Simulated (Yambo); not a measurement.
BSE-type run in Yambo on CaC$_{2}$ (space group I4/mmm, No. 139), at zero momentum.

Quantum ESPRESSO step (PBEsol, PseudoDojo standard norm-conserving files, scalar-relativistic):
```
&CONTROL
  calculation = 'nscf'
  pseudo_dir = './pseudo'
  outdir = './out'
/
&SYSTEM
  ibrav = 0
  nat = 3
  ntyp = 2
  ecutwfc = 82.0
  ecutrho = 328.0
  occupations = 'fixed'
  force_symmorphic = .true.
  nbnd = 30
/
&ELECTRONS
  conv_thr = 3.0000000000000004e-09
  diago_full_acc = .true.
  diago_thr_init = 1e-08
/
ATOMIC_SPECIES
C 12.0110 C.upf
Ca 40.0780 Ca.upf
CELL_PARAMETERS angstrom
 -1.909973298000   1.909973298000   3.168637954000
  1.909973298000  -1.909973298000   3.168637954000
  1.909973298000   1.909973298000  -3.168637954000
ATOMIC_POSITIONS crystal
C   0.599549602300   0.599549602300   0.000000000000
C   0.400450397700   0.400450397700   0.000000000000
Ca   0.000000000000  -0.000000000000   0.000000000000
K_POINTS automatic
10 10 10 0 0 0
```

Yambo input:
```
rim_cut
optics
bse
bss
dipoles
em1s
RandQpts= 1000000
RandGvec= 1 Ry
FFTGvecs= 40 Ry
Chimod= "HARTREE"
BSKmod= "SEX"
BSEmod= "resonant"
BSSmod= "hs"
BSENGexx= 15 Ry
BSENGBlk= 4 Ry
% KfnQP_E
 1.943 | 1.0 | 1.0 |
%
% BSEQptR
 1 | 1 |
%
% BSEBands
 8 | 11 |
%
% BEnRange
 0.0 | 9.1 | eV
%
% BDmRange
 0.15 | 0.15 | eV
%
BEnSteps= 182
% BLongDir
 1.0 | 0.0 | 0.0 |
%
BSHayTrs= -0.02
BSSNEig= 24
WRbsWF
% BndsRnXs
 1 | 26 |
%
NGsBlkXs= 4 Ry
% LongDrXs
 1.0 | 1.0 | 1.0 |
%
```

From the report:

The dimension is k points × valence × conduction bands = 1000 × 2 × 2 = 4000.
```
   [SLEPC] Approach                          : Krylov-Schur
   [SLEPC] Number of requested eigenvalues   :  24
   [SLEPC] Number of eigenvalues        [NEV]:  24
    [K] Dimension                                    :   4000
    [K] Bands                                        :   8  11
    [K] Exchange res                                 : yes
    [K] Correlation res                              : yes
    [K] W interaction is bare                        : no
    [K] RL vectors exchange                          :  307
    [K] RL vectors correlation                       :   51
    [W] Matrix size                                  :   51
    [W] Bands                                        :   1  26
    [W] Coulomb Cutoff                               : none
    [W] Hxc Kernel                                   : HARTREE
```
Lowest eigenvalues (eV; in brackets the number of states within 2 meV): 3.67 (2), 3.91 (2), 3.94 (2), 3.95 (2), 3.99 (1), 3.99 (1). They depend on the mesh, which isn't converged, and on the G0W0 scissor.

Geometry relaxed with PBEsol.

The structure is a Materials Project entry; no match was found in the copy of COD used, and its stability was not checked.
